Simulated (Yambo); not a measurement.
```
ZnS
1.0
    0.00000     2.64783     2.64783
    2.64783     0.00000     2.64783
    2.64783     2.64783     0.00000
S Zn
1 1
Direct
  0.75000   0.75000   0.75000
  0.00000   0.00000   0.00000
```

ZnS (zinc blende, space group F-43m, No. 216): G0W0@LDA in Yambo (4×4×4 Γ-centred k mesh, bands 5 to 151 and a 14 Ry block in the screening, 151 bands in G with the Bruneval-Gonze terminator, plasmon pole fitted at 27.2 eV) on wavefunctions from Quantum ESPRESSO. With the symmetry operations that carry no fractional translation, the mesh has 8 irreducible k points, and the gap Γ → Γ is 3.670 eV.

What changes when point-group symmetry is switched off and time reversal alone is kept?

The mesh then has 36 irreducible points. The exact result doesn't change; the run gives 3.664 eV, and the difference is numerical residue, whose source wasn't traced. Rough time against the symmetric run: about 4× for the empty bands, about 3× for Yambo (2 states against 4).

Geometry relaxed with LDA.
